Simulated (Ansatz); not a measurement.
A run on La (hcp type): DFT, LDA, norm-conserving pseudopotentials, Ansatz's default files, scalar-relativistic (Ansatz 0.2.0).

Command: `ansatz run input.yaml --threads 1 --pin off --max-ram 2048MiB --backend cpu --events-out ev --progress --plain --runs-dir out`

```yaml
crystal:
  lattice:
    - [2.6125223621, 0.0, 0.0]
    - [-1.306261181, 2.2625107335, 0.0]
    - [0.0, 0.0, 4.4233542339]
  atoms:
    - { symbol: La, position: [0.3333333333, 0.6666666667, 0.25] }
    - { symbol: La, position: [0.6666666667, 0.3333333333, 0.75] }
kpoints:
  mp_grid: { grid: [12, 12, 7] }
scf:
  occupations: { method: fermi_dirac, width: 0.08 }
hamiltonian:
  xc: lda
  pseudopotentials: { kind: nc }
output:
  forces: true
  stress: true
  eigenvalues: true
```

How does the run end?

It is refused before any iteration. The log ends:
```
Error: no pseudopotential record for La at <dir> Nothing was run.
  By this build's list the table `kind: nc`, `accuracy: standard` of `hamiltonian.pseudopotentials` has no La in this build's library.
Fix: take La from another table that serves this run, or name a record of your own for La alone.
  `kind`, and `accuracy` or `source` (`level` with this project's own files alone, `core` of norm-conserving files with no table named), under `hamiltonian.pseudopotentials` apply to every element of the deck. For LDA this build's library has files of La, which may not all serve this run, under
    kind: paw      source: jth
  To change La alone, name a record of the deck's `kind` under `hamiltonian.pseudopotentials.azcp`, as `La: <path>` (`python -m ansatz.pseudopotential add <file.upf> <file.azcp>` makes one from a UPF file).
  `python` is the interpreter of the environment that holds the engine's wheel, or a checkout's `.venv/bin/python`.
```
